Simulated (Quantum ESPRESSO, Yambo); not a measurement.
InP (zinc blende, space group F-43m, No. 216) under isotropic strain (on all lattice vectors), counted from the cell relaxed with PBEsol, atoms relaxed at each step. PBE (stringent potentials; Quantum ESPRESSO, PseudoDojo norm-conserving, 82 Ry, without SOC); G0W0 in Yambo (4×4×4 Γ-centred k mesh, bands 5 to 225 and a 15 Ry block in the screening, 225 bands in G with the Bruneval-Gonze terminator, plasmon pole fitted at 27.2 eV).

| strain (%) | PBE gap (eV) | kind | G0W0 direct gap (eV) |
|---|---|---|---|
| -3 | 1.15 | direct | 1.93 at Γ |
| -2 | 0.98 | direct | 1.75 at Γ |
| -1 | 0.82 | direct | 1.55 at Γ |
| -0.5 | 0.74 | direct | 1.46 at Γ |
| 0 | 0.65 | direct | 1.37 at Γ |
| +0.5 | 0.57 | direct | 1.27 at Γ |
| +1 | ? | direct | ? |

Problem. Estimate the withheld gaps from the other strains; the computed values follow.

Solution. 
- +1, PBE gap (eV): 0.49
- +1, G0W0 direct gap (eV): 1.18 at Γ

GW, BSE and RPA settings are held fixed; their convergence isn't established. The pressure is PBE's, so it isn't zero at the PBEsol cell. Strains are linear. Spin-orbit splittings are left out.
